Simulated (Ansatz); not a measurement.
The cell is BBi in the zincblende structure; cell and atoms were relaxed with r2SCAN. The symmetry is F-43m (No. 216, cubic); conventional cell a = 5.490 Å, 20.68 Å³ an atom. Around B lie 4 Bi at 2.38 Å; around Bi lie 4 B at 2.38 Å.

4 runs of Ansatz 0.2.0 on this cell differ in the functional (and in the settings that go with it). Levels are in eV from each run's valence top; v1 is the last filled band, c1 the first empty one.

Run A, mean stress 0.0 GPa (compression positive):
```tsv
point	v4	v3	v2	v1	c1	c2
Γ	-14.81	0.00	0.00	0.00	0.39	2.93
X	-11.57	-8.37	-3.68	-3.68	1.00	1.14
U	-11.65	-8.07	-5.08	-3.14	1.47	3.95
```

Run B, mean stress -3.5 GPa (compression positive):
```tsv
point	v4	v3	v2	v1	c1	c2
Γ	-14.16	0.00	0.00	0.00	0.34	2.76
X	-11.23	-7.72	-3.47	-3.47	0.86	0.90
U	-11.29	-7.42	-4.86	-2.96	1.27	3.60
```

Run C, mean stress -2.0 GPa (compression positive):
```tsv
point	v4	v3	v2	v1	c1	c2
Γ	-15.64	0.00	0.00	0.00	1.52	4.06
X	-12.16	-8.92	-3.89	-3.89	1.95	2.12
U	-12.25	-8.59	-5.42	-3.32	2.47	5.13
```

Run D, mean stress -1.8 GPa (compression positive):
```tsv
point	v4	v3	v2	v1	c1	c2
Γ	-15.52	0.00	0.00	0.00	0.91	3.42
X	-12.05	-8.79	-3.82	-3.82	1.32	1.49
U	-12.14	-8.47	-5.31	-3.26	1.83	4.45
```

**Question.** Match the runs to LDA, r2SCAN, HSE06, PBE0.

**Answer.** A is r2SCAN, B is LDA, C is PBE0, D is HSE06. In order of the gap: LDA 0.34, r2SCAN 0.39, HSE06 0.91, PBE0 1.52 eV. The stress vanishes for r2SCAN, which relaxed the cell.

No spin polarisation and no zero-point or thermal motion; the cell was built from a prototype and may be hypothetical.

Spin-orbit coupling is left out; in compounds of Pb, Bi, Tl or Hg it can lower a gap by up to about 1 eV, split its edges or invert the bands.

The program warns that its thresholds are loose for a hybrid's stress.

The meshes of the hybrids are coarse, so their gaps aren't converged to the digits shown.
